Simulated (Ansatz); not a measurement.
Relaxed-ion elastic tensor of BN in space group P4_2/mnm (No. 136; B on 4f, N on 4g) in GPa (Voigt order), r²SCAN in the plane-wave PAW code Ansatz; density 3.35 g/cm³, 6.15 Å³ per atom.

```
 759   179   109   0.0   0.0   0.0
 179   759   109   0.0   0.0   0.0
 109   109  1010   0.0   0.0   0.0
 0.0   0.0   0.0   348   0.0   0.0
 0.0   0.0   0.0   0.0   348   0.0
 0.0   0.0   0.0   0.0   0.0   256
```

Question: Is the crystal mechanically stable?

Answer: Yes: the smallest eigenvalue of C is 256 GPa.

Question: Work out the Voigt, Reuss and Hill averages.

Answer: K_V = 369, K_R = 366, K_H = 368; G_V = 333, G_R = 323, G_H = 328 GPa.

Question: Give Young's modulus, Poisson's ratio, Pugh's ratio and the universal anisotropy index.

Answer: E = 9KG/(3K + G) = 758 GPa; ν = 0.16; K/G = 1.12 (brittle by the Pugh limit of 1.75); A_U = 5G_V/G_R + K_V/K_R − 6 = 0.16.

Question: Estimate the sound speeds and the Debye temperature.

Answer: v_l = √((K + 4G/3)/ρ) = 15500 m/s, v_t = √(G/ρ) = 9890 m/s, mean 10900 m/s; Θ = (h/k)(3n/4πV)^(1/3) v_m = 1770 K.

Question: Solve the Christoffel equation for the three sound speeds along x, y, z.

Answer: Eigenvalues of C_ijkl n_j n_l equal ρv². In km/s, slowest first: x 8.74, 10.20, 15.06; y 8.74, 10.20, 15.06; z 10.20, 10.20, 17.36.

Question: How much does each axis shrink under pressure?

Answer: Linear compressibilities β_i = Σ_j S_ij (j = 1 to 3): x 0.98, y 0.98, z 0.78 per TPa.

The start of the workflow was typed in or built on a structure type; the Crystallography Open Database copy checked does not list it. It is not the phase usual at ambient conditions (space group No. 186, 194, 216). Symmetry was held in the r²SCAN relaxation; whether a distortion lowers the energy is not shown.

Potentials: the later of the program's two PAW sets.
